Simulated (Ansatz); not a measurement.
Na4Hf2Ge3O12 — ²³Na NMR of the central transition

Cell: a computed structure from the Materials Project (it need not be an observed phase), atoms as given.

Space group R-3c:H (No. 167); a = 9.4383, c = 22.1978 Å, γ = 120.00°.

```csv
site,Wyckoff,site symmetry,x,y,z
Na1,6b,-3.,0.0000,0.0000,0.0000
Na2,18e,.2,0.9529,0.6667,0.4167
Hf,12c,3.,0.0000,0.0000,0.3568
Ge,18e,.2,0.3727,0.3333,0.5833
O19,36f,1,0.0166,0.1960,0.6860
O31,36f,1,0.8412,0.0194,0.5812
```

One atom of each set is listed; the run and its k-mesh use a cell of 42 atoms with edges of 9.19, 9.19, 9.19 Å.

The numbers come from a DFT calculation in Ansatz (PBE, plane waves and PAW, scalar-relativistic, 420 eV cutoff, Γ-centred 3×3×3 k-points, Fermi–Dirac smearing 0.02 eV).

²³Na has I = 3/2 and Q = 104.0 mb (Pyykkö 2018); at 21.1 T its Larmor frequency is ν₀ = 237.8 MHz. Only the quadrupole interaction is simulated: positions count from each site's isotropic chemical shift, and J coupling is left out, as are shift anisotropy and dipolar coupling, which fast spinning averages.

**Question.** Give C_Q, η, the quadrupolar product P_Q = |C_Q|(1 + η²/3)^½, the second-order isotropic shift and the breadth of the pattern (fast magic-angle spinning) for each Na site.

**Answer.** 

```csv
site,first shell,C_Q (MHz),η,P_Q (MHz),δ_QIS (ppm),breadth (kHz)
Na1,6 O at 2.41 Å,-2.59,0.00,2.59,-2.96,1.51
Na2,6 O at 2.51–2.61 Å,-2.28,0.08,2.28,-2.30,1.20
```

δ_QIS = −(ν_Q²/30ν₀²)[I(I+1) − 3/4](1 + η²/3) × 10⁶ ppm with ν_Q = 3|C_Q|/[2I(2I−1)]; it falls as 1/B₀² in ppm, and the breadth as 1/B₀ in kHz.

An axis of threefold or higher order runs through Na1, so V_zz lies along it and η is zero.

At this cell the PBE pressure is 6 GPa, so with PBE the cell would grow if it were relaxed. The entry's cell may itself be off. The largest force is 0.3 eV/Å, so the atoms aren't at the calculated equilibrium and relaxing them would move these values.

Hardware: 1 thread of Arm Neoverse V2 (aarch64; 8 cores open to the job, memory cap 3.0 GiB, no GPU), a shared host with a load of 0.5 a core. Wall time 100 s, CPU time 1.7 min, peak memory 1.5 GiB.
